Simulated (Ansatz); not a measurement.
# Computed properties of AlN

AlN:
```yaml
crystal:
  lattice:
    - [5.28566, 0.00000, 0.00000]
    - [0.00000, 5.28566, 0.00000]
    - [0.00000, 0.00000, 3.09979]
  atoms:
    - { symbol: Al, position: [0.32321, 0.67679, 0.00000] }
    - { symbol: Al, position: [0.67679, 0.32321, 0.00000] }
    - { symbol: Al, position: [0.82321, 0.82321, 0.50000] }
    - { symbol: Al, position: [0.17679, 0.17679, 0.50000] }
    - { symbol: N, position: [0.31514, 0.31514, 0.00000] }
    - { symbol: N, position: [0.68486, 0.68486, 0.00000] }
    - { symbol: N, position: [0.18486, 0.81514, 0.50000] }
    - { symbol: N, position: [0.81514, 0.18486, 0.50000] }
```

Space group P4_2/mnm (No. 136); conventional cell a = 5.2857 Å, b = 5.2857 Å, c = 3.0998 Å, α = 90.00°, β = 90.00°, γ = 90.00°.

Method: DFT-r²SCAN in the program Ansatz with PAW potentials. Geometry: relaxed at this level of theory. Other levels are named where they apply.

Cell and energy:

| Quantity | Value |
|---|---|
| Volume per atom | 10.83 Å³ |
| Density | 3.14 g/cm³ |
| Formation energy from the elements (no fitted shifts) | -1.59 eV/atom |

Electronic structure:

| Item | Value |
|---|---|
| Band gap | 4.48 eV (smallest direct gap 4.49 eV) |
| Valence-band maximum | on the M–Γ line, 88 % of the way from M |
| Conduction-band minimum | at Γ |
| Electron effective mass | 0.33, 0.33, 0.36 mₑ (principal values) |
| Hole effective mass | 0.50, 1.7, 3.4 mₑ (principal values) |
| HSE06 gap on the r²SCAN cell | 5.20 eV |

Mechanics:

| Quantity | Value |
|---|---|
| Bulk modulus (Birch–Murnaghan fit) | 196 GPa |
| Pressure derivative B′ | 3.6 |
| Elastic constants (relaxed ions, GPa) | C11 = 287, C12 = 147, C13 = 128, C33 = 429, C44 = 111, C66 = 140 |
| Mechanical stability | stable (all eigenvalues of C positive) |
| Hill bulk and shear moduli | 199 and 109 GPa |
| Young's modulus | 277 GPa |
| Poisson's ratio | 0.27 |
| Debye temperature from the elastic constants | 882 K |

Charges:

| Quantity | Result |
|---|---|
| Bader charges | Al +2.49, N -2.49 e |

The start of the workflow was typed in or built on a structure type; neither database checked (COD, Materials Project) lists it. It is not the phase usual at ambient conditions (space group No. 186, 216). The cell was relaxed with r²SCAN under the symmetry of its start; its stability against distortions is not shown here. The references are the lowest solids computed at this level, not always the standard phases (solids in place of the gases).

Potentials: the later of the program's two PAW sets.
